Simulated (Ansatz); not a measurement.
YS: moving Y off its site

YS, Fm-3m, a = 5.487 Å (as given, not relaxed at this level: -1.5 GPa). The structure is a COD entry; whether it is the stable form wasn't checked. Ansatz: PBEsol, PAW, 420 eV, Γ-centred 16×16×16 mesh on 2 atoms, Gaussian smearing 0.15 eV; no spin polarisation.

```xyz
2
Lattice="0.0000 2.7437 2.7437 2.7437 0.0000 2.7437 2.7437 2.7437 0.0000" Properties=species:S:1:pos:R:3 pbc="T T T"
Y     2.7437    2.7437    2.7437
S     0.0000    0.0000    0.0000
```

Atom 1 (Y) moves by x along the unit vector (0.000, 0.000, -1.000), with its periodic images; all else is held. y is the free energy of the cell over the start, F the force along the path summed over the moved atoms. Symmetry makes y even in x.

| x (Å) | y (meV) | F (eV/Å) |
| --- | --- | --- |
| -0.3000 | 358.9 | 2.61 |
| -0.1500 | 83.9 | 1.14 |
| 0.0000 | 0.0 | 0.00 |
| 0.0375 | ? | ? |
| 0.0750 | 20.6 | -0.55 |
| 0.1125 | 46.8 | -0.84 |
| 0.1875 | 132.7 | -1.46 |
| 0.2250 | 194.1 | -1.81 |
| 0.2625 | 269.0 | -2.19 |

Fit y = c2 x² + c4 x⁴ to the energies of the other rows, give the force constant, and predict energy and force of the missing row.

Least squares on the rows shown. y = 3638.8 x² + 3869.5 x⁴. The force constant is 2 c2 = 7.28 eV/Å² (for all images moving together, not for a lone atom). With two atoms in a cubic cell this is the optical mode at Γ (in a metal it hangs on mesh and smearing): ω = 521.5 √(2 c2/μ) = 290 cm⁻¹ for μ = 23.56 u. The force −dy/dx at the missing row is -0.27 eV/Å (computed -0.27). At x = 0.0375 the fit asked for gives 5.1 meV. The run gave 5.1 meV, the same to the digits shown.

The cell has an odd number of electrons and ran without spin polarisation, so a magnetic or disproportionated state may lie lower.